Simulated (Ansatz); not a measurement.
Trial structure of Li₇Sb, not yet relaxed:

```yaml
crystal:
  lattice:
    - [0.00000, 3.97324, 3.97324]
    - [3.97324, 0.00000, 3.97324]
    - [3.97324, 3.97324, 0.00000]
  atoms:
    - { symbol: Li, position: [0.56069, 0.93931, 0.93931] }
    - { symbol: Li, position: [0.93931, 0.56069, 0.56069] }
    - { symbol: Li, position: [0.93931, 0.56069, 0.93931] }
    - { symbol: Li, position: [0.56069, 0.93931, 0.56069] }
    - { symbol: Li, position: [0.93931, 0.93931, 0.56069] }
    - { symbol: Li, position: [0.56069, 0.56069, 0.93931] }
    - { symbol: Li, position: [0.50000, 0.50000, 0.50000] }
    - { symbol: Sb, position: [0.00000, 0.00000, 0.00000] }
```

Method: DFT PBE, scalar-relativistic, plane waves, PAW (Ansatz). Cutoff 420 eV; k points 4×4×4 on the computed 8-atom cell (Γ-centred); Gaussian smearing, width 0.10 eV; no spin polarisation.

Formation energies are uncorrected and refer to the elements' standard structures at the same level.

Question: How far from equilibrium is it?

Answer: The pressure is 12.2 GPa (it wants to expand), the largest force is 3.34 eV/Å, and the energy is +0.33 eV/atom against the elements. The shortest distance is 2.13 Å.

Question: Is it a good guess?

Answer: A rough one: relaxing gains about 0.53 eV/atom (the start's value is from the coarse mesh, so the gain is rough) in 9 ionic steps and ends at −0.21 eV/atom on the finer mesh. The symmetry goes from F-43m (No. 216) to Fm-3m (No. 225). The volume per atom grows by 20.2 %, from 15.7 to 18.8 Å³. The shortest distance goes from 2.13 Å (Li–Li) to 2.99 Å (Li–Sb and Li–Li). Conventional cell: a = 8.448 Å. Around Li on a site of symmetry mmm lie 10 Li at 2.99 Å and 2 Sb at 2.99 Å; Li on a site of symmetry m-3m has 12 Li at 2.99 Å; Sb has 12 Li at 2.99 Å.

The last run used an 8×8×8 mesh for its 8-atom cell and Gaussian smearing of 0.10 eV. These runs have no spin–orbit coupling, which can matter for Sb. The relaxation can't lower the symmetry of the start, and the grade says only how near the guess is to its own end. A structure relaxed within its symmetry needn't be a true minimum. Another cell of Li7Sb relaxed alike, in P-6m2, lies 47 meV/atom lower, so this cell isn't the stable form at this level.
